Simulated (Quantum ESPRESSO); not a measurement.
AlSi₂PC₄ (made-up cell) (calculated)

Calculation on a made-up crystal cell, not a measurement: periodic Kohn-Sham density functional theory in plane waves with PseudoDojo standard norm-conserving scalar-relativistic pseudopotentials, each functional with its own files (v0.5 for PBE, v0.4.1 for LDA and PBEsol), no spin polarisation, no spin-orbit coupling, atoms not relaxed, stress positive in tension, energies less a fixed whole-eV offset for each atom's element; levels are Kohn-Sham levels at fractions of this cell's reciprocal vectors, counted from the reference band (half the neutral cell's valence electrons, rounded up) at Gamma; error bars cover cutoff and k-mesh only, not smearing or the files; added strain carries the atoms with the cell, and shear is the tensor component; each bar is the largest change over components, and at least 0.002 eV, 0.002 eV per angstrom or 0.02 GPa; energies are for the whole cell, and the offsets were chosen from early runs and are not element reference energies. Program: Quantum ESPRESSO 7.5.

Entry: AlSi₂PC₄ (made-up cell)

Unstrained structure:
```xyz
8
Lattice="4.3451 0.0018 0.0432 0.0018 4.4279 -0.0078 0.0432 -0.0078 4.4538" Properties=species:S:1:pos:R:3 AlSi2PC4
Al     0.0112    -0.0527     0.0698
Si     0.0398     2.3010     2.3122
P      2.1225     0.0024     2.2917
Si     2.2477     2.2651    -0.0420
C      1.0485     1.0513     1.2000
C      1.1653     3.3023     3.3478
C      3.1788     1.0848     3.4884
C      3.1456     3.2985     1.1615
```

Settings of this run: lattice type zincblende/diamond, functional pbe, cutoff 1116 eV, fermi dirac smearing 0.025 eV, scf tolerance 1e-07 eV, electrons removed 0, added strain kind uniform, added strain -0.0067, k mesh 4 x 4 x 4, shifted by half a step and structure shown before the added strain of -0.0067.

The calculation gives: free energy less offsets -1.723 eV; smearing term minus ts 0 eV; scf iterations 12; pressure 5.202 GPa; stress xx -9.899 GPa; stress yy -3.027 GPa; stress zz -2.681 GPa; stress yz -5.601 GPa; stress xz 4.018 GPa; stress xy 0.2064 GPa; error bar energy 0.006474 eV; error bar stress 0.05622 GPa; error bar force 0.003942 eV/Å; error bars from tighter rerun of a related cell.

Atoms:
```csv
atoms element,atom site,atom energy offset (eV)
Al,1,-64
Si,2,-115
P,3,-189
Si,4,-115
C,5,-163
C,6,-163
C,7,-163
C,8,-163
```

Forces:
```csv
site,x (eV/Å),y (eV/Å),z (eV/Å)
1,-0.919,0.7927,-0.3278
2,-1.576,-2.594,-1.56
3,0.5738,0.809,-0.7179
4,-3.085,-0.7416,2.791
5,1.661,1.852,1.421
6,0.5469,0.5897,-0.5531
7,1.912,-1.143,-3.629
8,0.8864,0.4354,2.576
```
